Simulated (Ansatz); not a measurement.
Theory: Ansatz 0.2.0, DFT PBE, scalar-relativistic, plane waves, PAW. Settings: cutoff 420 eV, Γ-centred meshes spaced at most about 0.3 Å⁻¹, and about 0.25 Å⁻¹ or finer for metals (2π included), Gaussian smearing. No spin polarisation in the final relaxations.

Temperature and zero-point effects are left out.

Two relaxed structures of ZnSn₂N₂:

A.

```xyz
5
Lattice="2.2115 1.2768 5.6974 -2.2115 1.2768 5.6974 0.0000 -2.5536 5.6974" Properties=species:S:1:pos:R:3 pbc="T T T"
Zn    0.0000    0.0000    0.0000
Sn    0.0000    0.0000   13.0871
Sn    0.0000    0.0000    4.0050
N     0.0000    0.0000   15.2231
N     0.0000    0.0000    1.8690
```

B.

```xyz
5
Lattice="3.6043 0.0000 0.0000 -1.8021 3.1214 0.0000 0.0000 0.0000 7.7198" Properties=species:S:1:pos:R:3 pbc="T T T"
Zn    0.0000    0.0000    0.0000
Sn    0.0000    2.0809    5.3258
Sn    1.8021    1.0405    2.3940
N     0.0000    2.0809    2.9707
N     1.8021    1.0405    4.7490
```

**Question.** Which form is favoured at zero pressure, and by what margin per atom?

**Answer.** B is lower, by 64 meV/atom. A has space group R-3m (No. 166), 19.3 Å³/atom and a gap of 0.49 eV on its mesh; B has space group P-3m1 (No. 164), 17.4 Å³/atom and no gap. Counting N atoms around Sn and Zn (those within 1.25 times the shortest such distance or 1.15 times the sum of covalent radii, 1.27 where that leaves under three; a plus sign parts nearer from farther groups; the shortest distance is added where it exceeds 1.18 times the sum of covalent radii), A has Zn 2, Sn 1+3 and B has Zn 6 from 3.6 Å, Sn 3+1. The denser one is the lower, and pressure would at first widen the difference. Even the lower one lies +0.48 eV/atom against the reference forms of the elements (uncorrected), so neither is stable at this level. In A, around Zn lie 2 N at 1.87 Å; Sn is surrounded by 1 N at 2.14 Å and 3 N at 2.56 Å; N is surrounded by 1 Zn at 1.87 Å and 1 Sn at 2.14 Å. In B, Zn has 6 Sn at 3.17 Å, 6 Zn at 3.60 Å and 6 N at 3.63 Å; around Sn lie 3 N at 2.16 Å, 1 N at 2.36 Å and 3 Zn at 3.17 Å; N has 3 Sn at 2.16 Å, 1 Sn at 2.36 Å, 3 N at 2.74 Å, 6 N at 3.60 Å and 3 Zn at 3.63 Å. Both come from invented guesses.

Kohn–Sham gaps at this level usually fall short of measured ones. Cells relaxed within their symmetry can be saddle points.
